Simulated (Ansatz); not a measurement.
LiBr:
```
CELL_PARAMETERS angstrom
      4.13625     0.00000     0.00000
     -2.06813     3.58210     0.00000
      0.00000     0.00000     6.61633
ATOMIC_POSITIONS crystal
  Li 0.66667 0.33333 0.87799
  Li 0.33333 0.66667 0.37799
  Br 0.66667 0.33333 0.49701
  Br 0.33333 0.66667 0.99701
```

Relaxed with PBEsol.

Problem. Map the electron localisation function on the plane through (0.667, 0.333, 0.878) spanned by u = [0, 0, 1] and v = [1, -1, 0] in lattice vectors, from plane-wave PAW PBEsol (Ansatz code).

Solution. x is the fraction of u, y of v (the angle between them is 90°; rows are the nearest grid lines); atoms in the plane: Li at (0.00, 0.00), Li at (0.50, 0.67), Br at (0.62, 0.00), Br at (0.12, 0.67).
```
y \ x   0.000  0.0909  0.182  0.273  0.364  0.455  0.545  0.636  0.727  0.818  0.909   1.00
------  -----  ------  -----  -----  -----  -----  -----  -----  -----  -----  -----  -----
1.00     1.00   0.314  0.013  0.013  0.272  0.823  0.336  0.001  0.855  0.810  0.158   1.00
0.917   0.171   0.023  0.182  0.034  0.122  0.782  0.875  0.691  0.882  0.691  0.015  0.171
0.833   0.704   0.851  0.793  0.471  0.046  0.406  0.821  0.839  0.700  0.140  0.102  0.704
0.778   0.855   0.894  0.881  0.773  0.123  0.018  0.052  0.491  0.283  0.031  0.385  0.855
0.694   0.863   0.006  0.289  0.888  0.121  0.953  0.964  0.007  0.017  0.037  0.645  0.863
0.611   0.874   0.216  0.606  0.868  0.149  0.680  0.637  0.011  0.018  0.031  0.612  0.874
0.528   0.780   0.858  0.828  0.688  0.119  0.009  0.019  0.039  0.023  0.015  0.323  0.780
0.472   0.534   0.678  0.617  0.343  0.033  0.019  0.034  0.034  0.020  0.011  0.104  0.534
0.389   0.030   0.045  0.035  0.014  0.005  0.011  0.017  0.017  0.011  0.005  0.009  0.030
0.306   0.011   0.013  0.010  0.006  0.004  0.009  0.015  0.014  0.009  0.004  0.005  0.011
0.222   0.024   0.031  0.023  0.011  0.013  0.161  0.410  0.444  0.284  0.055  0.013  0.024
0.167   0.022   0.040  0.031  0.014  0.036  0.507  0.766  0.783  0.681  0.280  0.019  0.022
0.0833  0.274   0.013  0.028  0.015  0.153  0.774  0.859  0.662  0.879  0.714  0.014  0.274
0.000    1.00   0.314  0.013  0.013  0.272  0.823  0.336  0.001  0.855  0.810  0.158   1.00
```

The density is the valence pseudo-density with augmentation charge, so density and ELF within about 1 Å of a nucleus are not all-electron values.

Space group P6_3mc (wurtzite). The first step of the workflow began from a Materials Project structure, measured or hypothetical; the Crystallography Open Database copy checked does not list it. It is not the phase usual at ambient conditions (space group No. 225). Symmetry was held in the PBEsol relaxation; whether a distortion lowers the energy is not shown.

Potentials: the later of the program's two PAW sets.
